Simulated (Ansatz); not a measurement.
Calculated field gradients at the nuclei for BN under strain

The cell is a COD entry, relaxed with PBE at fixed cell and then changed (z compressed by 2 %, ions relaxed).

```
CELL_PARAMETERS angstrom
2.54000 0.00000 0.00000
-1.27000 2.19970 0.00000
0.00000 0.00000 6.46604
ATOMIC_POSITIONS crystal
B 0.33333 0.66667 0.25000
B 0.66667 0.33333 0.75000
N 0.33333 0.66667 0.75000
N 0.66667 0.33333 0.25000
```

Atom numbers follow the list; atoms alike are taken as one site, whose name carries the number of the first.

The numbers come from a DFT calculation in Ansatz (PBE, plane waves and PAW, scalar-relativistic, 420 eV cutoff, Γ-centred 13×13×5 k-points, Fermi–Dirac smearing 0.02 eV).

C_Q = eQV_zz/h, which is 24.18 MHz for Q = 1 b and V_zz = 10²¹ V/m²; η = (V_xx − V_yy)/V_zz.

B-11: I = 3/2, Q = 40.59 mb; 14N: I = 1, Q = 20.44 mb. Quadrupole moments are those of Pyykkö's year-2017 table.

(1) What field gradients does the calculation give at each kind of site?

Answers

(1) 

| site | atoms (order as listed) | first shell | V_zz (10²¹ V/m²) | η | C_Q (MHz) |
| --- | --- | --- | --- | --- | --- |
| B | 1, 2 | 3 N at 1.47 Å | 2.75 | 0.00 | 2.70 |
| N | 3, 4 | 3 B at 1.47 Å | -0.81 | 0.00 | -0.401 |

An axis of threefold or higher order runs through B and N, so V_zz lies along it and η is zero.

At this changed cell the PBE pressure is -6 GPa.

The relaxation (1 step) took 2.3 s of wall time (2.2 s of CPU time) and 0.41 GiB at its peak, on 1 thread of Intel Xeon Platinum 8488C (Sapphire Rapids) (x86_64; 16 cores open to the job, memory cap 3.0 GiB, no GPU), a shared host with a load of 0.2 a core.
